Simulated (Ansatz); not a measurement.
An Ansatz (an electronic-structure program) input:

Ansatz 0.2 input:
```yaml
crystal:
  lattice:
    - [4.0192800173, 0.0, 0.0]
    - [0.0, 4.0192800173, 0.0]
    - [0.0, 0.0, 4.0192800173]
  atoms:
    - { symbol: Ba, position: [0.5, 0.5, 0.5] }
    - { symbol: Ti, position: [0.0, 0.0, 0.0] }
    - { symbol: O, position: [0.5, 0.0, 0.0] }
    - { symbol: O, position: [0.0, 0.5, 0.0] }
    - { symbol: O, position: [0.0, 0.0, 0.5] }
kpoints:
  mp_grid: { grid: [6, 6, 6] }
  band_path:
    path:
      - [[0.0, 0.0, 0.0], [0.0, 0.5, 0.0], [0.5, 0.5, 0.0], [0.0, 0.0, 0.0], [0.5, 0.5, 0.5], [0.0, 0.5, 0.0]]  # Γ-X-M-Γ-R-X
      - [[0.5, 0.5, 0.5], [0.5, 0.5, 0.0]]  # R-M
      - [VBM, CBM]
    npoints: 12
basis: { xc_grid: 2 }
hamiltonian:
  xc: pbe
  pseudopotentials: { kind: paw }
magnetization: { noncollinear: true, spin_orbit: true }
scf:
  n_extra_bands: 12
  convergence: { dr2_threshold: 0.0000000001 }
  occupations: { method: gaussian, width: 0.01 }
checkpoint: { write: soc.run }
output: { eigenvalues: true }
```

Problem. How many symmetry operations and irreducible k-points will the run report?

Solution. 48 operations, 20 of 216 k-points.

Problem. With a cutoff of 420 eV, how many plane waves at Γ?

Solution. 1309.

It took about 2.0 core-minutes (a rough figure) on shared server cores.

Space group Pm-3m (cubic perovskite). This is a known high-temperature phase of the composition, computed here at zero pressure and temperature. Symmetry was held in the PBE relaxation. At this level the phase is dynamically unstable (imaginary phonons). The run is not spin-polarised.

Potentials: the later of the program's two PAW sets.

Ansatz is a plane-wave DFT program.
